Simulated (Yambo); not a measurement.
Convergence of the G0W0 gap of SrMg2FeH8

G0W0@LDA for SrMg2FeH8 (space group P-3m1, No. 164) in Yambo. Reference settings: 3×3×2 Γ-centred k mesh, bands 13 to 213 and a 8 Ry block in the screening, 213 bands in G with the Bruneval-Gonze terminator, plasmon pole fitted at 27.2 eV. The LDA gap H → (0, 0.333, 0) on this mesh is 1.94 eV; G0W0 gaps are taken between the same points.

```json
[
 {"change from the reference": "reference settings", "G0W0 gap H → (0, 0.333, 0) (eV)": "3.03", "shift of the valence edge (eV)": "-0.08"},
 {"change from the reference": "1 Ry block", "G0W0 gap H → (0, 0.333, 0) (eV)": "3.97", "shift of the valence edge (eV)": "-0.49"},
 {"change from the reference": "81 bands in G, no terminator", "G0W0 gap H → (0, 0.333, 0) (eV)": "2.98", "shift of the valence edge (eV)": "0.41"},
 {"change from the reference": "138 bands in G, no terminator", "G0W0 gap H → (0, 0.333, 0) (eV)": "2.99", "shift of the valence edge (eV)": "0.21"}
]
```

The reference isn't shown to be the converged limit. The mesh misses a band edge: along a dense path the LDA gap is 1.48 eV against 1.94 eV on the mesh.

Geometry of the Materials Project entry, not relaxed at this level; primitive cell a = 4.469 Å, b = 4.469 Å, c = 6.518 Å, α = 90.00°, β = 90.00°, γ = 120.00°.

The structure is a Materials Project entry; no match was found in the copy of COD used, and its stability was not checked.

The runs are not spin-polarised; magnetic order was not tried.

A shift is the quasiparticle energy of the state minus its LDA energy.
